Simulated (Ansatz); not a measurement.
# SrAl2S2: reading a single point

```
S Al Sr
1.0
     2.52063    4.36587    0.00000
    -2.52064    4.36587    0.00000
     0.00000    0.00000    5.25973
S Al Sr
2 2 1
Direct
  0.33330 0.33340 0.09760
  0.66670 0.66660 0.90240
  0.33330 0.33340 0.45890
  0.66670 0.66660 0.54110
  0.00000 0.00000 0.00000
```

The numbers come from plane-wave PAW DFT (Ansatz): PBE, no spin polarisation, 420 eV, 8×8×7 Γ-centred k points, cold occupations (width 0.2894 eV). Nothing was relaxed.

Charges: Bader charges in e: Sr +1.48, Al +0.73, S -1.47. In the mean Sr gives up most and S takes most.
Forces: The largest is on S1 (and as large on other atoms): 6.44 eV/Å, components (0.00, 0.00, -6.44). It makes 180° with the line to a nearest neighbour, Al3 at 1.90 Å, pointing away from it.
Electronic structure: It is a metal, with about 1.2 states/eV a cell as the mean within 0.25 eV of the Fermi level, mostly Al p (49 %) and S p (29 %).
Stress: The pressure is 15.5 GPa (compression positive), so with the atoms held at these fractions the cell would first expand; the forces are large, so a full relaxation may end otherwise. The principal stresses 3.3, 3.3, 40.1 GPa differ, so its shape would change too.
Formation energy: -0.20 eV an atom against the elements' usual phases (free molecules for gases, crystals otherwise, with no correction for O₂ or N₂), so it is bound against them; other compounds may still compete. Relaxing would lower it.

Origin: a known structure type with other elements, at an estimated volume, so it need not be a known compound. Caveats: atoms or cell far from equilibrium; wide smearing.
